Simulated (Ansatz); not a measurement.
With plane-wave PAW r²SCAN (Ansatz code), SiO$_{2}$ in the trigonal phase (P3_121; Si on 3a, O on 6c) relaxes to a = 4.921 Å, c = 5.417 Å. Si has 4 nearest neighbours from 1.61 Å (tetrahedral); O has 2 nearest neighbours from 1.61 Å (bent). Its formation energy from the elements is -289 kJ/mol of atoms, with no fitted shifts.

It is gapped at this level: 6.60 eV (indirect). The valence maximum lies at K and the conduction minimum at Γ.

The cell was relaxed with r²SCAN under the symmetry of its start. The references are the lowest solids computed at this level, not always the standard phases (solids in place of the gases).

Potentials: the earlier of the program's two PAW sets. The files were generated under PBE; for other functionals the program regenerates the frozen cores, and for LDA and PBEsol the local potential too.
